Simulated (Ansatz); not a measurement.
TiB2:
```xyz
3
Lattice="3.0245 0.0000 0.0000 -1.5122 2.6193 0.0000 0.0000 0.0000 3.2234" Properties=species:S:1:pos:R:3 pbc="T T T"
Ti     0.0000     0.0000     0.0000
B      0.0000     1.7462     1.6117
B      1.5122     0.8731     1.6117
```

Relaxed with r²SCAN.

Task: Tabulate the valence density and the electron localisation function along the shortest Ti–B contact (2.38 Å), r²SCAN in the plane-wave PAW code Ansatz.

Result: 

```csv
distance from Ti (Å),density (e/Å³),ELF
0.24,9.36,0.15
0.36,7.96,0.42
0.48,5.87,0.61
0.59,3.64,0.65
0.71,1.89,0.54
0.83,0.88,0.31
0.95,0.48,0.15
1.07,0.35,0.12
1.19,0.33,0.21
1.31,0.36,0.39
1.43,0.41,0.54
1.54,0.49,0.60
1.66,0.58,0.59
1.78,0.66,0.49
1.90,0.69,0.30
2.02,0.62,0.11
2.14,0.47,0.02
```

The density is the valence pseudo-density with augmentation charge, so density and ELF within about 1 Å of a nucleus are not all-electron values.

Space group P6/mmm. The cell was relaxed with r²SCAN under the symmetry of its start; of distortions, only those at the zone centre were tested. The run is not spin-polarised.

Potentials: the later of the program's two PAW sets.
